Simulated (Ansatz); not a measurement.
AlTi$_{3}$C$_{2}$O$_{2}$ in space group P6_3/mmc (No. 194; Pearson symbol hP16) under volume change, r²SCAN+D4 in the plane-wave PAW code Ansatz, shape and atoms relaxed at each volume.

```csv
V (Å³/atom),E − E(relaxed) (meV/atom),P (GPa)
9.182,61.2,23.24
9.484,___,___
9.787,6.1,6.66
10.090,0.0,0.01
10.392,___,___
10.695,21.0,-10.56
10.998,45.0,-14.70
```

Task: Some entries are withheld; supply them.

Result: 
- 10.392, E − E(relaxed) (meV/atom): 5.5
- 10.392, P (GPa): -5.69
- 9.484, E − E(relaxed) (meV/atom): 25.8
- 9.484, P (GPa): 14.36

Task: What does a third-order Birch–Murnaghan fit give for V₀, B₀ and B′?

Result: V₀ = 10.09 Å³/atom, B₀ = 204 GPa, B′ = 4.0.

A made-up cell: these elements were put on the sites of a structure type; neither database checked (COD, Materials Project) lists it. Whether it is the stable phase at ambient conditions was not checked. The cell was relaxed with r²SCAN+D4 under the symmetry of its start; its stability against distortions is not shown here. No spin polarisation was allowed.

Potentials: the later of the program's two PAW sets.
